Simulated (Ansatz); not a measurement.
Problem. Each is relaxed and computed with plane-wave PAW PBE (Ansatz code). Which is the only one with a gap?
A) SiGe, Pmma (Si on 2e, Si on 2f, Ge on 2e, Ge on 2f)
B) Mg2Si, P-3m1 (Si on 1a, Mg on 2d)
C) SnGe, rock salt
D) HfSi, P6/mmm (Hf on 3f, Si on 1a, Si on 2d)

Solution. A, SiGe, Pmma (Si on 2e, Si on 2f, Ge on 2e, Ge on 2f). SiGe: gap 0.37 eV (indirect); SnGe: metal; Mg2Si: metal; HfSi: metal. Constructed cells (a structure type filled with these elements, in neither database checked): SnGe, rock salt; Mg2Si, P-3m1 (Si on 1a, Mg on 2d); HfSi, P6/mmm (Hf on 3f, Si on 1a, Si on 2d). Typed or built starts, not in the databases checked: SiGe, Pmma (Si on 2e, Si on 2f, Ge on 2e, Ge on 2f). Not the usual ambient phase: Mg2Si, P-3m1 (Si on 1a, Mg on 2d). All cells were relaxed under the symmetry of their starts (and spin orders); stability against distortions was not tested throughout. Rows with no word on spin ran without spin polarisation. Scalar-relativistic: spin–orbit coupling is off unless named, which matters more the heavier the elements.

Potentials: the later of the program's two PAW sets.
